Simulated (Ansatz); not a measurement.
ZrSnF₆:
```xyz
16
Lattice="6.6365 0.0000 0.0000 0.0000 5.2350 0.0000 -3.6749 0.0000 6.3440" Properties=species:S:1:pos:R:3 pbc="T T T"
Sn     2.3995     5.0151     1.5860
Sn     0.5620     0.2199     4.7580
Zr    -2.7562     2.7220     4.7580
Zr    -0.9187     2.5130     1.5860
F     -1.8088     4.1944     5.8113
F      2.9329     4.1944     3.7047
F      4.7704     1.0407     0.5327
F      0.0287     1.0407     2.6393
F      0.6228     1.6223     0.1704
F      4.1762     1.6223     3.0016
F      2.3387     3.6128     6.1736
F     -1.2147     3.6128     3.3424
F     -0.9419     1.7332     5.1378
F      2.0660     1.7332     4.3783
F      3.9034     3.5018     1.2063
F      0.8956     3.5018     1.9658
```

Relaxed with r²SCAN+D4. Special points in fractions of this cell's reciprocal vectors: Γ (0.000, 0.000, 0.000); Z (0.000, 0.500, 0.000); D (0.000, 0.500, 0.500); B (0.000, 0.000, 0.500); A (-0.500, 0.000, 0.500); E (-0.500, 0.500, 0.500); C2 (-0.500, 0.500, 0.000); Y2 (-0.500, 0.000, 0.000).

Task: List the band energies nearest the valence-band maximum at these points for r²SCAN+D4 (plane waves, PAW; program Ansatz).

Result: In eV from the valence-band maximum; about four levels below and three above (degenerate sets whole), none deeper than 8.9 eV; points with the same levels are listed once.

| k | below | above |
|---|---|---|
| Γ | -2.52 -2.51 -0.93 -0.11 | 4.59 4.66 4.88 |
| Z | -2.57 -2.52 -0.50 -0.50 | 4.59 4.66 4.80 |
| D | -2.62 -2.62 -0.51 -0.51 | 4.75 4.75 5.39 5.39 |
| B | -2.52 -2.52 -0.44 -0.44 | 4.76 4.76 5.36 5.36 |
| A | -2.51 -2.51 -0.31 -0.31 | 4.74 4.74 5.52 5.52 |
| E | -2.51 -2.51 -0.39 -0.39 | 4.75 4.75 5.23 5.23 |
| C2 | -2.51 -2.47 -0.68 0.00 | 4.28 4.61 4.89 |
| Y2 | -2.50 -2.41 -0.30 -0.27 | 4.39 4.76 4.80 |

Space group P2/c. The workflow started from an entry of the Crystallography Open Database (COD, 295 K). Its standing as an ambient phase is unchecked. The cell was relaxed with r²SCAN+D4 under the symmetry of its start; its stability against distortions is not shown here. No spin polarisation was allowed. Scalar-relativistic: spin–orbit coupling is off unless named, which matters more the heavier the elements.

Potentials: the later of the program's two PAW sets.
